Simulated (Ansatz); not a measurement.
**What DFT gives for Be4B**

```xyz
10
Lattice="3.4733 -0.0365 -0.0763 -0.0365 3.4352 -0.0120 -0.1597 -0.0252 6.9783" Properties=species:S:1:pos:R:3 pbc="T T T"
Be    3.3108   -0.0311    6.8762
Be    1.7299    1.7247   -0.0280
Be   -0.0764    1.7697    3.3007
Be    1.6448    3.3684    3.5676
B     3.4229    1.7173    1.0641
B     1.5753    3.3449    5.7039
Be    3.3727   -0.0354    2.0930
Be    1.7217    1.7281    2.0503
Be    1.6283    1.6153    4.8344
Be   -0.0359    0.0127    4.8623
```

The numbers come from plane-wave PAW DFT (Ansatz): r2SCAN, no spin polarisation, 500 eV, 5×5×3 (shifted by 0.5, 0, 0.5 steps) k points, methfessel-paxton occupations (width 0.0782 eV). Nothing was relaxed.

Charges: Bader charges in e: Be +0.39 to +1.60, B -5.19 to -4.77. In the mean Be gives up most and B takes most.
Stress: The pressure is -6.1 GPa (compression positive), so with the atoms held at these fractions the cell would first shrink; the forces are large, so a full relaxation may end otherwise. The principal stresses -14.3, -9.7, 5.5 GPa differ, so its shape would change too.
Electronic structure: It is a metal, with about 1.4 states/eV a cell as the mean within 0.25 eV of the Fermi level.
Formation energy: 0.03 eV an atom against the elements' usual phases (free molecules for gases, crystals otherwise, with no correction for O₂ or N₂), too near zero to call. Relaxing would lower it.
Forces: The largest is on Be10: 0.99 eV/Å, components (-0.68, -0.15, -0.70). It makes 158° with the line to a nearest neighbour, B6 at 1.86 Å, pointing away from it.

Origin: a strained cell with displaced atoms, so it need not be a known compound. Caveats: the k mesh is coarse if the cell is a metal.
